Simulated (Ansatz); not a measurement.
The relaxed structure here is a generated cell of PbI2: the first start was made by placing the elements on the sites of a structure type, and the end was not matched to a known phase here, so it may be hypothetical. Known forms of PbI2 include space group No. 164.

A relaxed structure of PbI2. Space group Pnnm (No. 58), AFLOW prototype AB2_oP6_58_a_g (as in Fe2C). Level of theory: PBEsol (plane waves to 420 eV, PAW, scalar-relativistic; Ansatz, a first-principles code).

```cif
data_I4Pb2
_chemical_formula_sum 'Pb2 I4'
_space_group_name_H-M_alt 'Pnnm'
_space_group_IT_number 58
_space_group_name_Hall '-P 2 2n'
_cell_length_a 7.25869
_cell_length_b 7.65156
_cell_length_c 4.66109
_cell_angle_alpha 90.000
_cell_angle_beta 90.000
_cell_angle_gamma 90.000
loop_
_atom_site_label
_atom_site_type_symbol
_atom_site_symmetry_multiplicity
_atom_site_Wyckoff_symbol
_atom_site_fract_x
_atom_site_fract_y
_atom_site_fract_z
_atom_site_occupancy
Pb1 Pb 2 a 0.00000 0.00000 0.00000 1
I1 I 4 g 0.24417 0.65044 0.00000 1
```

Q: Estimate the band gap that PBEsol returns for this input.

A: 1.98 eV, indirect (valence top at 38 % of the way from Γ to Z, conduction bottom at Γ) (no spin-orbit coupling).

Q: Give the smallest direct gap at the level PBEsol.

A: 2.21 eV at Γ.

No spin polarisation in the result. Spin-orbit coupling is missing; with elements this heavy it can move band edges by tenths of an eV or more.

The run could not lose the symmetry of its start; a randomly shaken copy of 12 atoms returns to this structure.
